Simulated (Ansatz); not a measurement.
InB₃As₄, ordered on the zincblende lattice (P-43m) with 8 atoms a cell, relaxed with r2SCAN. It is cubic, P-43m (No. 215); conventional cell a = 5.157 Å, 17.14 Å³ an atom. B has 4 As at 2.17 Å; As has 3 B at 2.17 Å and 1 In at 2.44 Å; In has 4 As at 2.44 Å.

```
B As In
1.0
     5.15680    0.00000    0.00000
     0.00000    5.15680    0.00000
     0.00000    0.00000    5.15680
B As In
3 4 1
Direct
  0.50000 0.00000 0.00000
  0.00000 0.50000 0.00000
  0.00000 0.00000 0.50000
  0.77350 0.22650 0.22650
  0.22650 0.77350 0.22650
  0.22650 0.22650 0.77350
  0.77350 0.77350 0.77350
  0.50000 0.50000 0.50000
```

3 runs of Ansatz on this cell differ in the functional (and in the settings that go with it). Levels are in eV from each run's valence top; v1 is the last filled band, c1 the first empty one.

Run A, mean stress +2.0 GPa (compression positive):
```tsv
point	v5	v3	v1	c1	c2	c3
Γ	-3.88	-0.08	0.00	0.00	0.76	0.76
X	-4.05	-3.16	-1.69	0.89	1.44	2.50
M	-4.35	-2.14	-1.27	1.85	1.85	3.01
R	-2.20	-0.82	-0.82	0.78	0.78	0.78
```

Run B, mean stress 0.0 GPa (compression positive):
```tsv
point	v5	v3	v1	c1	c2	c3
Γ	-4.07	0.00	0.00	0.07	0.99	0.99
X	-4.23	-3.30	-1.78	1.11	1.63	2.85
M	-4.50	-2.23	-1.35	2.10	2.10	3.40
R	-2.29	-0.89	-0.89	0.99	0.99	0.99
```

Run C, mean stress -0.9 GPa (compression positive):
```tsv
point	v5	v3	v1	c1	c2	c3
Γ	-4.24	0.00	0.00	0.51	1.38	1.38
X	-4.45	-3.42	-1.85	1.55	2.06	3.31
M	-4.70	-2.31	-1.41	2.64	2.64	3.86
R	-2.37	-0.94	-0.94	1.49	1.49	1.49
```

Q: Match the runs to PBE, r2SCAN, HSE06.

A: A is PBE, B is r2SCAN, C is HSE06. In order of the gap: PBE 0, r2SCAN 0.07, HSE06 0.51 eV. The stress vanishes for r2SCAN, which relaxed the cell.

The calculation is spin-unpolarised, and the structure need not be a phase that has been made.

Spin-orbit coupling is left out, which matters wherever the heavy atoms make up the band edges.

The program warns that its thresholds are loose for a hybrid's stress.

Gaps or overlaps of about a tenth of an eV are at the limit of these meshes: between the points read a gap can be smaller or closed.

The meshes of the hybrids are coarse, so their gaps aren't converged to the digits shown.
